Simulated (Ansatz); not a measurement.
Values for one crystal, relaxed and computed with DFT-r²SCAN in the program Ansatz with PAW potentials; other levels are named.

```yaml
volume_per_atom: 18.09 Å³
electronic_character: metallic (no gap)
Density of states at the Fermi level: 0.29 states/eV per atom (mean over ±0.08 eV)
Formation energy from the elements (no fitted shifts): -0.60 eV/atom
```

**Question.** Which compound is it?
(A) Zr5Ge3, P6_3/mcm (Zr on 6g, Zr on 4d, Ge on 6g)
(B) LaTe, rock salt
(C) Ni6Ge2B, P-62m (Ni on 3f, Ni on 3g, Ge on 2c, B on 1b)
(D) LaCu2Ge2, I4/mmm (La on 2a, Cu on 4d, Ge on 4e)

**Answer.** D, LaCu2Ge2, I4/mmm (La on 2a, Cu on 4d, Ge on 4e)

The workflow started from a Materials Project entry (that database holds measured and hypothetical structures alike); the Crystallography Open Database copy checked does not list it. Whether it is the stable phase at ambient conditions was not checked. The r²SCAN relaxation kept the symmetry of its start; whether a distortion lowers the energy is not shown. The run is not spin-polarised. The references are the lowest solids computed at this level, not always the standard phases. Scalar-relativistic: spin–orbit coupling is off unless named, which matters more the heavier the elements.

Potentials: the earlier of the program's two PAW sets.
